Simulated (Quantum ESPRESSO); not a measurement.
## Au3Hf2WAl2 (one run as intended and one with a planted mistake)

Computed values, not a measurement. The program is pw.x of Quantum ESPRESSO 7.5 (plane-wave density functional theory). The cell is made up: eight metal atoms on a hexagonal close-packed lattice, with elements, volume, strain and displacements drawn at random and not relaxed, so it may be unstable or far from any real phase. PseudoDojo standard norm-conserving files set the functional (PBE unless stated); there is no spin polarisation or spin-orbit coupling, the Fermi-Dirac width of 0.25 eV means electrons at about 2900 K, and the masses in the input are unused placeholders. Heavy elements are run without spin-orbit coupling, which real alloys of them have. A spin test at this wide smearing found no moment, but such smearing suppresses magnetism that the real alloy may have.

Intended input:

```
&control calculation='scf', pseudo_dir='./dojo.nc.sr.pbe.v0_5.standard.upf', outdir='./o', disk_io='medium', tprnfor=.true., tstress=.true. /
&system ibrav=0, nat=8, ntyp=4, nbnd=64, ecutwfc=79.96652505, nosym=.true., tot_charge=0,
 occupations='smearing', smearing='fd', degauss=0.0183746611
/
&electrons conv_thr=1.470e-08, electron_maxstep=70, mixing_beta=0.5 /
ATOMIC_SPECIES
Al 1.0 Al.upf
Au 1.0 Au.upf
Hf 1.0 Hf.upf
W 1.0 W.upf
CELL_PARAMETERS angstrom
4.4998 -2.5282 0.0232
-3.0397 -0.0268 -4.7745
3.104 5.2368 -0.0113
ATOMIC_POSITIONS angstrom
Au -0.1042 0.2461 -0.0079
Hf 1.4597 2.6834 -0.0644
Au 0.1113 1.7049 -2.4391
Au 1.4008 4.3325 -2.5167
W 2.9154 -0.0181 0.0523
Hf 4.3848 2.7221 0.0484
Al 1.2415 -0.7699 -2.2878
Al 3.1457 1.8296 -2.4565
K_POINTS automatic
5 5 4 1 1 1
```

The log is shortened where brackets say so; the opening notice, blank lines, dates and the lines on written files are dropped, and the path of the files is cut. It prints rydbergs, bohrs and kilobars, and counts compression as positive stress. Its total energy is the free energy E - TS of the whole cell.

Log of the intended run:

```
     Program PWSCF v.7.5
     Parallel version (MPI & OpenMP), running on       1 processor cores
     Number of MPI processes:                 1
     Threads/MPI process:                     1
     [start-up lines left out]
     bravais-lattice index     =            0
     lattice parameter (alat)  =       9.7537  a.u.
     unit-cell volume          =    1010.2110 (a.u.)^3
     number of atoms/cell      =            8
     number of atomic types    =            4
     number of electrons       =       101.00
     number of Kohn-Sham states=           64
     kinetic-energy cutoff     =      79.9665  Ry
     charge density cutoff     =     319.8661  Ry
     scf convergence threshold =      1.5E-08
     mixing beta               =       0.5000
     number of iterations used =            8  plain     mixing
     Exchange-correlation= PBE
                           (   1   4   3   4   0   0   0)
     [axes and pseudopotential details left out]
   Cartesian axes
     site n.     atom                  positions (alat units)
         1        Au     tau(   1) = (  -0.0201881   0.0476804  -0.0015306  )
         2        Hf     tau(   2) = (   0.2828083   0.5198930  -0.0124771  )
         3        Au     tau(   3) = (   0.0215637   0.3303144  -0.4725613  )
         4        Au     tau(   4) = (   0.2713968   0.8393964  -0.4875958  )
         5        W      tau(   5) = (   0.5648416  -0.0035068   0.0101328  )
         6        Hf     tau(   6) = (   0.8495292   0.5273909   0.0093772  )
         7        Al     tau(   7) = (   0.2405333  -0.1491636  -0.4432478  )
         8        Al     tau(   8) = (   0.6094609   0.3544743  -0.4759324  )
     number of k points=    50  Fermi-Dirac smearing, width (Ry)=  0.0184
                       cart. coord. in units 2pi/alat
        k(    1) = (   0.1385568   0.0406507  -0.1965452), wk =   0.0400000
        k(    2) = (   0.2426105   0.2252327  -0.2638274), wk =   0.0400000
     [further k points left out]
     Dense  grid:    97593 G-vectors     FFT dimensions: (  60,  64,  72)
     Estimated max dynamical RAM per process >     181.33 MB
     Initial potential from superposition of free atoms
     starting charge     100.9906, renormalised to     101.0000
     Starting wfcs are   68 randomized atomic wfcs
     total cpu time spent up to now is       23.2 secs
     per-process dynamical memory:   110.1 Mb
     Self-consistent Calculation
     iteration #  1     ecut=    79.97 Ry     beta= 0.50
     Davidson diagonalization with overlap
     ethr =  1.00E-02,  avg # of iterations =  3.4
     total cpu time spent up to now is       90.4 secs
     total energy              =   -1274.66316534 Ry
     estimated scf accuracy    <       2.31563987 Ry
     iteration #  2     ecut=    79.97 Ry     beta= 0.50
     Davidson diagonalization with overlap
     ethr =  2.29E-03,  avg # of iterations =  3.0
     total cpu time spent up to now is      171.5 secs
     total energy              =   -1275.27365979 Ry
     estimated scf accuracy    <       4.95516013 Ry
     [iterations 3 to 12 left out]
     iteration # 13     ecut=    79.97 Ry     beta= 0.50
     Davidson diagonalization with overlap
     ethr =  1.03E-10,  avg # of iterations =  2.0
     total cpu time spent up to now is     1187.6 secs
     total energy              =   -1275.88824661 Ry
     estimated scf accuracy    <       0.00000002 Ry
     iteration # 14     ecut=    79.97 Ry     beta= 0.50
     Davidson diagonalization with overlap
     ethr =  2.08E-11,  avg # of iterations =  2.1
     total cpu time spent up to now is     1303.4 secs
     End of self-consistent calculation
     [lines on levels left out]
!    total energy              =   -1275.88824661 Ry
     estimated scf accuracy    <          7.3E-09 Ry
     smearing contrib. (-TS)   =      -0.09656738 Ry
     internal energy E=F+TS    =   -1275.79167923 Ry
     The total energy is F=E-TS. E is the sum of the following terms:
     one-electron contribution =    -513.76142260 Ry
     hartree contribution      =     296.17577993 Ry
     xc contribution           =    -250.58220092 Ry
     ewald contribution        =    -807.62383564 Ry
     convergence has been achieved in  14 iterations
     Forces acting on atoms (cartesian axes, Ry/au):
     atom    1 type  2   force =     0.00184915   -0.03497396    0.01019671
     atom    2 type  3   force =    -0.02461984   -0.01085171    0.00057971
     atom    3 type  2   force =    -0.03796595    0.00149949   -0.00102778
     atom    4 type  2   force =     0.01421285    0.02039610    0.03287168
     atom    5 type  4   force =     0.00726202    0.04039759   -0.04292294
     atom    6 type  3   force =     0.03245404   -0.01098802   -0.01764275
     atom    7 type  1   force =     0.00430736    0.01012556   -0.00062547
     atom    8 type  1   force =     0.00250037   -0.01560505    0.01857085
     Total force =     0.104530     Total SCF correction =     0.000357
     Computing stress (Cartesian axis) and pressure
          total   stress  (Ry/bohr**3)                   (kbar)     P=      -20.71
  -0.00021574  -0.00006076  -0.00001860          -31.74       -8.94       -2.74
  -0.00006076  -0.00015240   0.00009352           -8.94      -22.42       13.76
  -0.00001860   0.00009352  -0.00005419           -2.74       13.76       -7.97
     init_run     :     22.16s CPU     23.05s WALL (       1 calls)
     electrons    :   1243.60s CPU   1280.17s WALL (       1 calls)
     forces       :     21.53s CPU     21.91s WALL (       1 calls)
     stress       :     80.71s CPU     82.90s WALL (       1 calls)
     [timing details left out]
     PWSCF        :  22m48.68s CPU  23m29.52s WALL
     JOB DONE.
```

A second run has one planted mistake: one atom is of a wrong element. The input lines that differ:

```
- &system ibrav=0, nat=8, ntyp=4, nbnd=64, ecutwfc=79.96652505, nosym=.true., tot_charge=0,
+ &system ibrav=0, nat=8, ntyp=5, nbnd=69, ecutwfc=79.96652505, nosym=.true., tot_charge=0,
+ Mo 1.0 Mo.upf
- Al 3.1457 1.8296 -2.4565
+ Mo 3.1457 1.8296 -2.4565
```

Its log:

```
     Program PWSCF v.7.5
     Parallel version (MPI & OpenMP), running on       1 processor cores
     Number of MPI processes:                 1
     Threads/MPI process:                     1
     [start-up lines left out]
     bravais-lattice index     =            0
     lattice parameter (alat)  =       9.7537  a.u.
     unit-cell volume          =    1010.2110 (a.u.)^3
     number of atoms/cell      =            8
     number of atomic types    =            5
     number of electrons       =       112.00
     number of Kohn-Sham states=           69
     kinetic-energy cutoff     =      79.9665  Ry
     charge density cutoff     =     319.8661  Ry
     scf convergence threshold =      1.5E-08
     mixing beta               =       0.5000
     number of iterations used =            8  plain     mixing
     Exchange-correlation= PBE
                           (   1   4   3   4   0   0   0)
     [axes and pseudopotential details left out]
   Cartesian axes
     site n.     atom                  positions (alat units)
         1        Au     tau(   1) = (  -0.0201881   0.0476804  -0.0015306  )
         2        Hf     tau(   2) = (   0.2828083   0.5198930  -0.0124771  )
         3        Au     tau(   3) = (   0.0215637   0.3303144  -0.4725613  )
         4        Au     tau(   4) = (   0.2713968   0.8393964  -0.4875958  )
         5        W      tau(   5) = (   0.5648416  -0.0035068   0.0101328  )
         6        Hf     tau(   6) = (   0.8495292   0.5273909   0.0093772  )
         7        Al     tau(   7) = (   0.2405333  -0.1491636  -0.4432478  )
         8        Mo     tau(   8) = (   0.6094609   0.3544743  -0.4759324  )
     number of k points=    50  Fermi-Dirac smearing, width (Ry)=  0.0184
                       cart. coord. in units 2pi/alat
        k(    1) = (   0.1385568   0.0406507  -0.1965452), wk =   0.0400000
        k(    2) = (   0.2426105   0.2252327  -0.2638274), wk =   0.0400000
     [further k points left out]
     Dense  grid:    97593 G-vectors     FFT dimensions: (  60,  64,  72)
     Estimated max dynamical RAM per process >     192.54 MB
     Initial potential from superposition of free atoms
     starting charge     111.9916, renormalised to     112.0000
     Starting wfcs are   74 randomized atomic wfcs
     total cpu time spent up to now is       32.1 secs
     per-process dynamical memory:   113.4 Mb
     Self-consistent Calculation
     iteration #  1     ecut=    79.97 Ry     beta= 0.50
     Davidson diagonalization with overlap
     ethr =  1.00E-02,  avg # of iterations =  2.6
     total cpu time spent up to now is      104.4 secs
     total energy              =   -1410.33006679 Ry
     estimated scf accuracy    <       2.67279337 Ry
     iteration #  2     ecut=    79.97 Ry     beta= 0.50
     Davidson diagonalization with overlap
     ethr =  2.39E-03,  avg # of iterations =  3.4
     total cpu time spent up to now is      185.6 secs
     total energy              =   -1410.33591539 Ry
     estimated scf accuracy    <      11.88706697 Ry
     [iterations 3 to 13 left out]
     iteration # 14     ecut=    79.97 Ry     beta= 0.50
     Davidson diagonalization with overlap
     ethr =  1.84E-10,  avg # of iterations =  2.0
     total cpu time spent up to now is     1068.5 secs
     total energy              =   -1411.74324845 Ry
     estimated scf accuracy    <       0.00000034 Ry
     iteration # 15     ecut=    79.97 Ry     beta= 0.50
     Davidson diagonalization with overlap
     ethr =  1.84E-10,  avg # of iterations =  1.0
     total cpu time spent up to now is     1140.1 secs
     End of self-consistent calculation
     [lines on levels left out]
!    total energy              =   -1411.74324847 Ry
     estimated scf accuracy    <          7.1E-09 Ry
     smearing contrib. (-TS)   =      -0.10956103 Ry
     internal energy E=F+TS    =   -1411.63368744 Ry
     The total energy is F=E-TS. E is the sum of the following terms:
     one-electron contribution =    -480.83760579 Ry
     hartree contribution      =     288.82136360 Ry
     xc contribution           =    -268.96241627 Ry
     ewald contribution        =    -950.65502898 Ry
     convergence has been achieved in  15 iterations
     Forces acting on atoms (cartesian axes, Ry/au):
     atom    1 type  2   force =     0.00250605   -0.02681905    0.00903275
     atom    2 type  3   force =    -0.02058254   -0.00856702    0.00441484
     atom    3 type  2   force =    -0.03779096   -0.00323010   -0.00348328
     atom    4 type  2   force =     0.02694393    0.01871887    0.03113616
     atom    5 type  5   force =     0.01231120    0.04580357   -0.04568214
     atom    6 type  3   force =     0.02301181   -0.01053131   -0.02854319
     atom    7 type  1   force =     0.01026284    0.01075908    0.00155848
     atom    8 type  4   force =    -0.01666233   -0.02613403    0.03156639
     Total force =     0.113103     Total SCF correction =     0.000237
     Computing stress (Cartesian axis) and pressure
          total   stress  (Ry/bohr**3)                   (kbar)     P=      -37.35
  -0.00019387  -0.00008016  -0.00011546          -28.52      -11.79      -16.99
  -0.00008016  -0.00029999   0.00003402          -11.79      -44.13        5.00
  -0.00011546   0.00003402  -0.00026793          -16.99        5.00      -39.41
     init_run     :     28.34s CPU     31.87s WALL (       1 calls)
     electrons    :   1062.43s CPU   1108.02s WALL (       1 calls)
     forces       :     13.81s CPU     13.96s WALL (       1 calls)
     stress       :     41.13s CPU     42.57s WALL (       1 calls)
     [timing details left out]
     PWSCF        :  19m 6.09s CPU  19m57.09s WALL
     JOB DONE.
```

|  | intended run | run with the mistake |
| --- | --- | --- |
| free energy (eV) | -17359.344 | -19207.745 |
| entropy term -TS, part of it (eV) | -1.314 | -1.491 |
| pressure (GPa) | -2.07 | -3.74 |
| size of the largest force component (eV/Å) | 1.104 | 1.178 |
| largest change of a force component (eV/Å) |  | 0.493 |
| iterations | 14 | 15 |

For scale, a rerun of the intended cell at a higher cutoff and on a denser mesh moved values by no more than 0.005 eV in energy, 0.04 GPa in stress and 0.004 eV/Å in force, and a second program with other atomic files agreed on that cell to 2 % rms in force and 0.5 GPa in pressure. Files of another functional or element have another zero of energy, so the energy change says nothing on stability. The number of bands, nbnd, was set by rule from the electron count, so it follows the mistake.